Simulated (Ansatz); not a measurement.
GaSb:
```
GaSb
1.0
    2.04994     1.18353     3.34682
   -2.04994     1.18353     3.34682
    0.00000    -2.36707     3.34682
Ga Sb
1 1
Direct
  0.00000   0.00000   0.00000
  0.50000   0.50000   0.50000
```

This is the PBE-relaxed structure.

### Question
All from PBE in the plane-wave PAW code Ansatz, unless another level is named. Predict the electronic character.

### Answer
metallic (no gap).

### Question
Next, the density of states at the Fermi level?

### Answer
0.56 states/eV per atom (mean over ±0.08 eV).

### Question
And the formation energy from the elements (no fitted shifts)?

### Answer
0.046 eV/atom.

Space group Fm-3m (rock salt). A made-up cell: these elements were put on the sites of a structure type; neither database checked (COD, Materials Project) lists it. It is not the phase usual at ambient conditions (space group No. 216). The PBE relaxation kept the symmetry of its start; whether a distortion lowers the energy is not shown. The references are the lowest solids computed at this level, not always the standard phases. Spin–orbit coupling is left out wherever it is not named.

Potentials: the later of the program's two PAW sets.
